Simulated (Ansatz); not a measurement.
Relaxation of a relaxed TiSi2 cell displaced along its unstable phonon at q = (0, 0, ½) of its primitive reciprocal cell (189i cm⁻¹), largest move 0.15 Å; 6 atoms in the cell, which starts as Cmcm (No. 63), oS12; a = 3.9724 Å, b = 6.8804 Å, c = 6.4539 Å, α = β = γ = 90.00°. Method: r2SCAN (plane waves to 500 eV, PAW, scalar-relativistic; Ansatz, a program for electronic structure). Γ-centred k-mesh 9×9×5 on the run's cell (coarser than for final values), Fermi–Dirac smearing 0.05 eV. This is the first round of the run. 

The optimiser's lines from the output (shortened; P is positive under compression):

```
relax step   1: F+E_penalty+E_count = -7565.27093338 eV  Δ(F+E_penalty+E_count) = +0.000e0 eV  max|allowed force component| = 4.138e-1 eV/Å  Δτ_max = 0.0000 Å  P = +0.400 GPa  Ω = 88.198 Å³  (8 SCF iters, dr2 threshold 1.00e-7 eV, accepted)
relax step   2: F+E_penalty+E_count = -7565.33847338 eV  Δ(F+E_penalty+E_count) = -6.754e-2 eV  max|allowed force component| = 3.852e-1 eV/Å  Δτ_max = 0.0740 Å  P = -0.641 GPa  Ω = 89.693 Å³  (7 SCF iters, dr2 threshold 6.00e-7 eV, accepted)
relax step   3: F+E_penalty+E_count = -7565.40137689 eV  Δ(F+E_penalty+E_count) = -6.290e-2 eV  max|allowed force component| = 4.634e-1 eV/Å  Δτ_max = 0.1904 Å  P = +2.601 GPa  Ω = 90.348 Å³  (8 SCF iters, dr2 threshold 6.00e-7 eV, accepted)
relax step   4: F+E_penalty+E_count = -7565.52161270 eV  Δ(F+E_penalty+E_count) = -1.202e-1 eV  max|allowed force component| = 2.416e-1 eV/Å  Δτ_max = 0.0463 Å  P = -0.263 GPa  Ω = 92.819 Å³  (7 SCF iters, dr2 threshold 6.00e-7 eV, accepted)
relax step   5: F+E_penalty+E_count = -7565.81003490 eV  Δ(F+E_penalty+E_count) = -2.884e-1 eV  max|allowed force component| = 2.630e-1 eV/Å  Δτ_max = 0.0960 Å  P = -1.641 GPa  Ω = 93.725 Å³  (7 SCF iters, dr2 threshold 6.00e-7 eV, accepted)
relax step   6: F+E_penalty+E_count = -7566.12688460 eV  Δ(F+E_penalty+E_count) = -3.168e-1 eV  max|allowed force component| = 2.921e-1 eV/Å  Δτ_max = 0.0912 Å  P = -1.924 GPa  Ω = 91.938 Å³  (7 SCF iters, dr2 threshold 6.00e-7 eV, accepted)
relax step   7: F+E_penalty+E_count = -7566.49682116 eV  Δ(F+E_penalty+E_count) = -3.699e-1 eV  max|allowed force component| = 2.555e-1 eV/Å  Δτ_max = 0.0570 Å  P = -1.503 GPa  Ω = 89.422 Å³  (7 SCF iters, dr2 threshold 6.00e-7 eV, accepted)
relax step   8: F+E_penalty+E_count = -7567.00942071 eV  Δ(F+E_penalty+E_count) = -5.126e-1 eV  max|allowed force component| = 3.841e-1 eV/Å  Δτ_max = 0.0602 Å  P = +0.137 GPa  Ω = 87.744 Å³  (8 SCF iters, dr2 threshold 6.00e-7 eV, accepted)
relax step   9: F+E_penalty+E_count = -7567.32453646 eV  Δ(F+E_penalty+E_count) = -3.151e-1 eV  max|allowed force component| = 6.194e-1 eV/Å  Δτ_max = 0.0622 Å  P = +4.414 GPa  Ω = 86.059 Å³  (7 SCF iters, dr2 threshold 6.00e-7 eV, accepted)
relax step  10: F+E_penalty+E_count = -7566.50872200 eV  Δ(F+E_penalty+E_count) = +8.158e-1 eV  max|allowed force component| = 3.076e0 eV/Å  Δτ_max = 0.1889 Å  P = +2.018 GPa  Ω = 92.082 Å³  (9 SCF iters, dr2 threshold 6.00e-7 eV, rejected (line search))
relax step  11: F+E_penalty+E_count = -7567.42292295 eV  Δ(F+E_penalty+E_count) = -9.839e-2 eV  max|allowed force component| = 2.253e-1 eV/Å  Δτ_max = 0.0643 Å  P = -0.038 GPa  Ω = 88.686 Å³  (12 SCF iters, accepted)
relax step  12: F+E_penalty+E_count = -7567.42744749 eV  Δ(F+E_penalty+E_count) = -4.525e-3 eV  max|allowed force component| = 1.299e-1 eV/Å  Δτ_max = 0.0111 Å  P = +0.016 GPa  Ω = 88.770 Å³  (6 SCF iters, dr2 threshold 6.00e-7 eV, accepted)
relax step  13: F+E_penalty+E_count = -7567.43266397 eV  Δ(F+E_penalty+E_count) = -5.216e-3 eV  max|allowed force component| = 1.945e-2 eV/Å  Δτ_max = 0.0113 Å  P = +0.078 GPa  Ω = 88.742 Å³  (5 SCF iters, dr2 threshold 6.00e-7 eV, accepted)
relax step  14: F+E_penalty+E_count = -7567.43305441 eV  Δ(F+E_penalty+E_count) = -3.904e-4 eV  max|allowed force component| = 6.179e-3 eV/Å  Δτ_max = 0.0021 Å  P = +0.002 GPa  Ω = 88.727 Å³  (4 SCF iters, dr2 threshold 6.00e-7 eV, accepted)
relax step  15: F+E_penalty+E_count = -7567.43306598 eV  Δ(F+E_penalty+E_count) = -1.157e-5 eV  max|allowed force component| = 2.332e-4 eV/Å  Δτ_max = 0.0002 Å  P = +0.001 GPa  Ω = 88.738 Å³  (4 SCF iters, dr2 threshold 1.78e-8 eV, accepted)
relax step  16: F+E_penalty+E_count = -7567.45405152 eV  Δ(F+E_penalty+E_count) = -2.099e-2 eV  max|allowed force component| = 3.607e-3 eV/Å  Δτ_max = 0.0000 Å  P = +0.325 GPa  Ω = 88.738 Å³  stress off target by 9.36e-1 GPa  SCF on the basis re-selected at this cell (its energy is not comparable with the rows above)  (7 SCF iters)
relax step  17: F+E_penalty+E_count = -7567.45499590 eV  Δ(F+E_penalty+E_count) = -9.444e-4 eV  max|allowed force component| = 2.522e-3 eV/Å  Δτ_max = 0.0008 Å  P = +0.059 GPa  Ω = 88.946 Å³  (5 SCF iters, dr2 threshold 6.00e-7 eV, accepted)
relax step  18: F+E_penalty+E_count = -7567.45500062 eV  Δ(F+E_penalty+E_count) = -4.721e-6 eV  max|allowed force component| = 6.242e-5 eV/Å  Δτ_max = 0.0001 Å  P = +0.001 GPa  Ω = 88.986 Å³  (4 SCF iters, dr2 threshold 3.26e-8 eV, accepted)
relax step  19: F+E_penalty+E_count = -7567.45506298 eV  Δ(F+E_penalty+E_count) = -6.236e-5 eV  max|allowed force component| = 8.343e-5 eV/Å  Δτ_max = 0.0000 Å  P = +0.001 GPa  Ω = 88.986 Å³  stress off target by 3.33e-3 GPa  SCF on the basis re-selected at this cell (its energy is not comparable with the rows above)  (6 SCF iters)
```

From the first to the last row the energy changes by -0.36 eV/atom and the volume by +0.9 %. The last row is marked as not comparable with the walk above it, whose basis was carried along; it does compare with step 1, since both stand on a basis selected at the nominal cutoff for their own cell.

Step 10 was rejected by the optimiser.

Later rounds, restarted from the end of this one on a renewed k-mesh, logged 4 more steps and released under 0.01 eV/atom more. The final structure after all rounds: Cmcm (No. 63), oS12; a = 3.395 Å, b = 8.969 Å, c = 5.845 Å, α = β = γ = 90.00°. Between re-selections the logged energies stand on a plane-wave basis carried along with the cell. No spin polarisation in the result.

The run could not lose the symmetry of its start.

Of the parent cell (P6/mmm (No. 191)): it is a generated cell of TiSi2: the first start was made by placing the elements on the sites of a structure type, and the end was not matched to a known phase here, so it may be hypothetical. Known forms of TiSi2 include space group No. 63, 70.

The first start was generated by placing the elements on the sites of a structure type. Materials Project lists a structure of TiSi2 in the same space group, Cmcm (No. 63); the sites were not compared with it, nor with measured phases.
